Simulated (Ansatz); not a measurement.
All numbers below come from DFT PBE, scalar-relativistic, plane waves, PAW in Ansatz 0.2.0. Settings: cutoff 420 eV, Γ-centred meshes spaced at most about 0.3 Å⁻¹, and about 0.25 Å⁻¹ or finer for metals (2π included), Gaussian smearing. No spin polarisation in the final relaxations.

These are static total energies at zero pressure. All come from trial cells, and lower structures may exist.

**Question.** These unrelaxed guesses for Sn2TeAs2 are each relaxed within their symmetry. Order them by the energy at which they end, lowest first.
A.

```xyz
5
Lattice="4.6626 0.0000 0.0000 0.0000 4.6626 0.0000 0.0000 0.0000 6.1641" Properties=species:S:1:pos:R:3 pbc="T T T"
Sn    2.3313    2.3313    4.4672
Sn    2.3313    2.3313    1.6969
Te    0.0000    0.0000    0.0000
As    2.3313    0.0000    3.0821
As    0.0000    2.3313    3.0821
```

B.

```xyz
5
Lattice="4.5087 0.0000 0.0000 0.0000 4.5087 0.0000 0.0000 0.0000 7.1180" Properties=species:S:1:pos:R:3 pbc="T T T"
Sn    2.2544    0.0000    6.0294
Sn    0.0000    2.2544    6.0294
Te    2.2544    2.2544    1.4166
As    2.2544    0.0000    3.7709
As    0.0000    2.2544    3.7709
```

C.

```xyz
5
Lattice="4.0441 0.0000 0.0000 0.0000 4.0441 0.0000 0.0000 0.0000 8.2341" Properties=species:S:1:pos:R:3 pbc="T T T"
Sn    2.0221    2.0221    2.6522
Sn    0.0000    0.0000    7.6348
Te    0.0000    0.0000    2.4133
As    0.0000    0.0000    5.8909
As    2.0221    2.0221    5.6420
```

D.

```xyz
5
Lattice="-2.4207 2.4207 5.7817 2.4207 -2.4207 5.7817 2.4207 2.4207 -5.7817" Properties=species:S:1:pos:R:3 pbc="T T T"
Sn    0.0000    0.0000    4.4519
Sn    0.0000    0.0000    7.1115
Te    0.0000    0.0000    0.0000
As    0.0000    2.4207    2.8909
As    2.4207    0.0000    2.8909
```

**Answer.** A (ends in P4/mmm, 0 meV/atom), C (ends in P4mm, 94 meV/atom), D (ends in I4/mmm, 137 meV/atom), B (ends in P4mm, 216 meV/atom). Even the lowest end lies +0.04 eV/atom against the elements.

No dispersion correction is applied, so the spacing and binding between layers, chains or molecules are poorly described (P4mm at 29.9 Å³/atom), and this can change margins and order among such cells. Spin–orbit coupling, which can matter for Te, is left out. Cells relaxed within their symmetry can be saddle points. Some candidate types were left out of the draw beforehand, so a known form may be missing.
